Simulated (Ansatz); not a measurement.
Ansatz (an electronic-structure program) input:

Ansatz 0.2 input:
```yaml
crystal:
  lattice:
    - [-2.5726397906, 2.5726397906, 1.410105009]
    - [2.5726397906, -2.5726397906, 1.410105009]
    - [2.5726397906, 2.5726397906, -1.410105009]
  atoms:
    - { symbol: Ge, position: [0.25, 0.75, 0.5] }
    - { symbol: Ge, position: [0.5, 0.5, 0.0] }
kpoints:
  mp_grid: { grid: [29, 29, 29] }
hamiltonian:
  xc: r2scan
  pseudopotentials: { azcp: { folder: ./paw }, kind: paw }
scf:
  occupations: { method: fermi_dirac, width: 0.1 }
elastic: { mode: relaxed_ion, stencil: two_point, amplitude: 0.005, f_tol: 0.0005 }
```

Output (shortened):

```
Pseudopotential: Ge, paw, valence charge 14
Functional definition: r2SCAN
Crystal: 2 atoms, lattice volume = 37.331 Å³
Basis set: ecut = 500 eV, 925 PW (Γ), exchange–correlation on 120×120×120 points (64 copies of the dense FFT grid, shifted against one another)
Bands: 18, of which v1, the nominal top of the filled ones, is band 14 counted from 1 (13 counted from 0)
Symmetry: 16 space group operations
Space group: I41/amd (ITA 141), of the structure as read, at distance tolerance 3.3e-5 Å
k-points: 1800 of 24389
the search or the solves at the SCF's close seem to have found levels that the self-consistency loop had missed (the run counts 2) …
SCF 1 converged in 12 iterations: F = -8605.107867 eV  dr2 = 2.12e-14
Crystal: 2 atoms, lattice volume = 37.331 Å³
SCF 2 converged in 2 iterations: F = -8605.107867 eV  dr2 = 1.13e-14
Crystal: 2 atoms, lattice volume = 37.144 Å³
Symmetry: 8 space group operations
k-points: 3375 of 24389
SCF 3 converged in 11 iterations: F = -8605.107669 eV  dr2 = 8.91e-14
relax step   1: F+E_penalty+E_count = -8605.10766877 eV  Δ(F+E_penalty+E_count) = +0.000e0 eV  max|allowed force component| = 1.295e-2 eV/Å  Δτ_max = 0.0000 Å  (11 SCF iters, accepted)
Crystal: 2 atoms, lattice volume = 37.144 Å³
SCF 4 converged in 10 iterations: F = -8605.107741 eV  dr2 = 6.40e-15
relax step   2: F+E_penalty+E_count = -8605.10774106 eV  Δ(F+E_penalty+E_count) = -7.229e-5 eV  max|allowed force component| = 7.456e-3 eV/Å  Δτ_max = 0.0035 Å  (10 SCF iters, accepted)
Crystal: 2 atoms, lattice volume = 37.144 Å³
SCF 5 converged in 10 iterations: F = -8605.107777 eV  dr2 = 1.29e-14
relax step   3: F+E_penalty+E_count = -8605.10777687 eV  Δ(F+E_penalty+E_count) = -3.581e-5 eV  max|allowed force component| = 2.537e-6 eV/Å  Δτ_max = 0.0048 Å  (10 SCF iters, accepted)
Crystal: 2 atoms, lattice volume = 37.144 Å³
SCF 6 converged in 2 iterations: F = -8605.107777 eV  dr2 = 6.95e-15
Crystal: 2 atoms, lattice volume = 37.518 Å³
Basis set: ecut = 500 eV, 949 PW (Γ), exchange–correlation on 120×120×120 points (64 copies of the dense FFT grid, shifted against one another)
SCF 7 converged in 12 iterations: F = -8605.107094 eV  dr2 = 3.54e-15
relax step   1: F+E_penalty+E_count = -8605.10709425 eV  Δ(F+E_penalty+E_count) = +0.000e0 eV  max|allowed force component| = 1.200e-2 eV/Å  Δτ_max = 0.0000 Å  (12 SCF iters, accepted)
Crystal: 2 atoms, lattice volume = 37.518 Å³
SCF 8 converged in 10 iterations: F = -8605.107191 eV  dr2 = 3.50e-14
relax step   2: F+E_penalty+E_count = -8605.10719065 eV  Δ(F+E_penalty+E_count) = -9.640e-5 eV  max|allowed force component| = 4.660e-4 eV/Å  Δτ_max = 0.0077 Å  (10 SCF iters, accepted)
Crystal: 2 atoms, lattice volume = 37.518 Å³
SCF 9 converged in 2 iterations: F = -8605.107191 eV  dr2 = 1.87e-14
Crystal: 2 atoms, lattice volume = 37.144 Å³
SCF 10 converged in 10 iterations: F = -8605.106931 eV  dr2 = 2.46e-14
Crystal: 2 atoms, lattice volume = 37.518 Å³
Basis set: ecut = 500 eV, 941 PW (Γ), exchange–correlation on 120×120×120 points (64 copies of the dense FFT grid, shifted against one another)
SCF 11 converged in 7 iterations: F = -8605.108111 eV  dr2 = 7.75e-14
Crystal: 2 atoms, lattice volume = 37.331 Å³
Symmetry: 4 space group operations
k-points: 6315 of 24389
SCF 12 converged in 11 iterations: F = -8605.107716 eV  dr2 = 2.50e-14
relax step   1: F+E_penalty+E_count = -8605.10771642 eV  Δ(F+E_penalty+E_count) = +0.000e0 eV  max|allowed force component| = 3.895e-3 eV/Å  Δτ_max = 0.0000 Å  (11 SCF iters, accepted)
Crystal: 2 atoms, lattice volume = 37.331 Å³
SCF 13 converged in 9 iterations: F = -8605.107718 eV  dr2 = 3.71e-14
relax step   2: F+E_penalty+E_count = -8605.10771832 eV  Δ(F+E_penalty+E_count) = -1.905e-6 eV  max|allowed force component| = 1.418e-3 eV/Å  Δτ_max = 0.0004 Å  (9 SCF iters, accepted)
Crystal: 2 atoms, lattice volume = 37.331 Å³
SCF 14 converged in 8 iterations: F = -8605.107719 eV  dr2 = 6.68e-14
relax step   3: F+E_penalty+E_count = -8605.10771861 eV  Δ(F+E_penalty+E_count) = -2.879e-7 eV  max|allowed force component| = 1.029e-4 eV/Å  Δτ_max = 0.0002 Å  (8 SCF iters, accepted)
Crystal: 2 atoms, lattice volume = 37.331 Å³
SCF 15 converged in 2 iterations: F = -8605.107719 eV  dr2 = 3.62e-14
Crystal: 2 atoms, lattice volume = 37.331 Å³
SCF 16 converged in 11 iterations: F = -8605.107716 eV  dr2 = 2.50e-14
relax step   1: F+E_penalty+E_count = -8605.10771642 eV  Δ(F+E_penalty+E_count) = +0.000e0 eV  max|allowed force component| = 3.895e-3 eV/Å  Δτ_max = 0.0000 Å  (11 SCF iters, accepted)
Crystal: 2 atoms, lattice volume = 37.331 Å³
SCF 17 converged in 9 iterations: F = -8605.107719 eV  dr2 = 8.12e-14
relax step   2: F+E_penalty+E_count = -8605.10771859 eV  Δ(F+E_penalty+E_count) = -2.170e-6 eV  max|allowed force component| = 2.022e-4 eV/Å  Δτ_max = 0.0005 Å  (9 SCF iters, accepted)
Crystal: 2 atoms, lattice volume = 37.331 Å³
SCF 18 converged in 2 iterations: F = -8605.107719 eV  dr2 = 3.84e-14
Crystal: 2 atoms, lattice volume = 37.331 Å³
Basis set: ecut = 500 eV, 933 PW (Γ), exchange–correlation on 120×120×120 points (64 copies of the dense FFT grid, shifted against one another)
SCF 19 converged in 9 iterations: F = -8605.107681 eV  dr2 = 5.70e-14
Crystal: 2 atoms, lattice volume = 37.331 Å³
SCF 20 converged in 6 iterations: F = -8605.107681 eV  dr2 = 7.29e-14
SCF converged after 2 iterations
Free energy (F): -8605.107867 eV
Harris-Foulkes:  -8605.107867 eV  (|F-HF|=1.09e-11)
Internal energy: -8605.083991 eV  (E = F + TS)
E sigma→0 (E₀):  -8605.095929 eV
Entropy (-TS):   -0.023876 eV (-11.938 meV/atom)
Fermi energy:    10.911385 eV
--- Per-component energies (eV) ---
  E_band       = -244.844431
  E_kinetic    = 184.181312
  E_local      = -3862.211058  (includes V_loc(G=0)·N_el)
  E_nonlocal   = 432.046300
  E_hartree    = 1863.567685
  E_xc         = -132.290628
  E_vxc        = -137.607811  (∫ρ·V_xc dr)
  E_paw        = -4047.140495  (= ΣΔE_a)
  E_vpaw       = -595.709054  (= ΣTr[D̂ρ^β])
  E_aug_tail   = -0.000009  (compensation charges beyond the density's cutoff)
  E_vtau       = 7.320516  (kinetic-family band-sum trace: ∫τ·v_τ [+ j·A + Jᵃ·Aᵃ] dr)
  E_ewald      = -3041.065577
  E_core_change = -2.171521  (= ΣΔE_core)
  E_smearing   = -0.023876  (= −TS)
  E_closure    = 0.000000  (closes the sum)
  Σ components = -8605.107867   (vs F -8605.107867, Δ=0.00e0)
--- Forces (eV/Å), atoms counted from 1 ---
  atom   1  Ge     0.00000000     0.00000000     0.00000000
  atom   2  Ge     0.00000000     0.00000000     0.00000000
  max |Σ_I F_I| component: 1.39e-17 eV/Å
--- Stress (GPa, compression-positive) ---
       -0.253122       0.000000       0.000000
        0.000000      -0.253122       0.000000
        0.000000       0.000000       0.501533
  P = ⅓ Tr σ = -0.0016 GPa (-0.016 kbar)
--- Band table (eV; the first three rows and the last of 1800) ---
  k-point 0: bands = ["-14.5194", "-14.4682", "-14.4378", "-14.4357", "-14.3299", "-14.3299", "-14.3234", "-14.3234", "-14.2518", "-14.1848", "-2.9460", "6.8983", "8.4504", "8.4504", "14.7239", "18.9438", "18.9438", "19.2552"]
  k-point 1: bands = ["-14.5188", "-14.4684", "-14.4372", "-14.4362", "-14.3302", "-14.3295", "-14.3232", "-14.3231", "-14.2522", "-14.1855", "-2.9322", "6.7131", "8.4655", "8.6058", "14.7928", "18.6420", "18.8704", "19.4482"]
  k-point 2: bands = ["-14.5168", "-14.4688", "-14.4375", "-14.4354", "-14.3311", "-14.3284", "-14.3226", "-14.3223", "-14.2535", "-14.1876", "-2.8908", "6.2898", "8.5110", "8.9412", "14.9983", "18.1532", "18.6614", "19.4122"]
  k-point 1799: bands = ["-14.4756", "-14.4755", "-14.3483", "-14.3458", "-14.3290", "-14.3279", "-14.3267", "-14.3255", "-14.3198", "-14.3195", "1.6694", "1.7249", "4.8236", "4.8796", "17.1961", "17.1978", "22.5233", "22.5835"]
--- Elastic constants: 4 strain directions × 2 members + reference (group order 16) ---
  dense FFT box of the reference and of every strained cell: 30×30×30
  strains applied: 11, 33, 23, 12; error gains …
  C = ∂σ_k/∂η_j (tension-positive GPa; Voigt order 11 22 33 23 13 12):
       131.627     46.707     52.877      0.000      0.000      0.000
        46.707    131.627     52.877      0.000      0.000      0.000
        53.636     53.636    118.827      0.000      0.000      0.000
         0.000      0.000      0.000     50.980      0.000      0.000
         0.000      0.000      0.000      0.000     50.980      0.000
         0.000      0.000      0.000      0.000      0.000     64.244
  reference stress σ⁰ (GPa):      0.253      0.253     -0.502      0.000      0.000      0.000
  moduli (Voigt/Reuss/Hill, GPa): K = 76.50/76.46/76.48   G = 48.50/46.33/47.41   E = 117.88   ν = 0.243
  mechanically stable: yes (min eigenvalue of sym C = 50.98 GPa)
  strain η (Voigt 11):  stress-route row diagonal C_11 = 131.63 GPa, energy-path curvature d²(F+E_count+ΔE)/dδ²/Ω₀ = 131.67 GPa
         δ    σ_11 (GPa)             F (eV)   n_scf  n_hpsi   n_pw
    -5.000e-3      -0.4097       -8605.1077769       2  513221    967   relax 3 steps, max|allowed force component| 2.54e-6 eV/Å
     5.000e-3       0.9066       -8605.1071907       2  513587    973   relax 2 steps, max|allowed force component| 4.66e-4 eV/Å
  strain η (Voigt 33):  stress-route row diagonal C_33 = 118.83 GPa, energy-path curvature d²(F+E_count+ΔE)/dδ²/Ω₀ = 118.82 GPa
         δ    σ_33 (GPa)             F (eV)   n_scf  n_hpsi   n_pw
    -5.000e-3      -1.1095       -8605.1069314      10  708653    962   relax 0 steps, max|allowed force component| 1.39e-17 eV/Å
     5.000e-3       0.0788       -8605.1081111       7  565834    973   relax 0 steps, max|allowed force component| 1.04e-17 eV/Å
  strain η (Voigt 23):  stress-route row diagonal C_44 = 50.98 GPa, energy-path curvature d²(F+E_count+ΔE)/dδ²/Ω₀ = 51.07 GPa
         δ    σ_23 (GPa)             F (eV)   n_scf  n_hpsi   n_pw
    -5.000e-3      -0.2548       -8605.1077186       2  961267    971   relax 3 steps, max|allowed force component| 1.03e-4 eV/Å
     5.000e-3       0.2550       -8605.1077186       2  960907    971   relax 2 steps, max|allowed force component| 2.02e-4 eV/Å
  strain η (Voigt 12):  stress-route row diagonal C_66 = 64.24 GPa, energy-path curvature d²(F+E_count+ΔE)/dδ²/Ω₀ = 64.13 GPa
         δ    σ_12 (GPa)             F (eV)   n_scf  n_hpsi   n_pw
    -5.000e-3      -0.3212       -8605.1076805       9  1185356    969   relax 0 steps, max|allowed force component| 3.47e-18 eV/Å
     5.000e-3       0.3212       -8605.1076805       6  929922    969   relax 0 steps, max|allowed force component| 1.73e-18 eV/Å
```

Cost: very roughly 30 core-minutes on shared cores.

Space group I4_1/amd (β-Sn type). This is a known high-pressure phase of the composition, computed here at zero pressure and temperature. The cell was relaxed with r²SCAN under the symmetry of its start; of distortions, only those at the zone centre were tested. As this level gives no gap, shear constants depend on the k-mesh and smearing (Fermi–Dirac, 0.1 eV here). On the denser mesh and wider smearing of the elastic run this cell carries a stress of 0.5 GPa. Spin–orbit coupling is left out wherever it is not named.

Potentials: the earlier of the program's two PAW sets.

Ansatz is a plane-wave DFT program.
